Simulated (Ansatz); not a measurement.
## Property card for LaN

LaN:
```
LaN
1.0
   10.60544     0.00000     0.00000
    0.00000     3.75549     0.00000
    0.00000     0.00000     3.75394
La N
4 4
Direct
  0.12458   0.25000   0.25851
  0.37542   0.75000   0.75851
  0.87542   0.75000   0.74149
  0.62458   0.25000   0.24149
  0.87684   0.25000   0.26965
  0.62316   0.75000   0.76965
  0.12316   0.75000   0.73035
  0.37684   0.25000   0.23035
```

Space group Pnma (No. 62); conventional cell a = 10.6054 Å, b = 3.7555 Å, c = 3.7539 Å, α = 90.00°, β = 90.00°, γ = 90.00°.

Method: the program Ansatz at the r²SCAN level (PAW). Structure relaxed to zero pressure with the same functional. Other levels are named where they apply.

Cell and energy:

```yaml
volume_per_atom: 18.69 Å³
density: 6.79 g/cm³
Formation energy from the elements (no fitted shifts): -1.51 eV/atom
```

Electronic structure:

```yaml
band_gap: 0.27 eV (smallest direct gap 0.29 eV)
valence_band_maximum: at Γ
conduction_band_minimum: at T (k = 0.000, 0.500, 0.500 in fractions of the reciprocal vectors)
hole_effective_mass: 0.29, 1.9, 1.9 mₑ (principal values)
Hole effective mass with spin–orbit coupling: 0.33, 1.1, 1.1 mₑ (principal values)
HSE06 gap on the r²SCAN cell: 0.84 eV
Gap with spin–orbit coupling: 0.21 eV
```

Mechanics:

```yaml
Bulk modulus (Birch–Murnaghan fit): 1150 kbar
Pressure derivative B′: 5.7
```

Charges:

```yaml
bader_charges: La +1.81, N -1.81 e
```

The start of the workflow was typed in or built on a structure type; neither database checked (COD, Materials Project) lists it. COD files the formula under space group No. 225. Whether it is the stable phase at ambient conditions was not checked. Symmetry was held in the r²SCAN relaxation; its stability against distortions is not shown here. The references are the lowest solids computed at this level, not always the standard phases (solids in place of the gases). Spin–orbit coupling is left out wherever it is not named.

Potentials: the later of the program's two PAW sets.
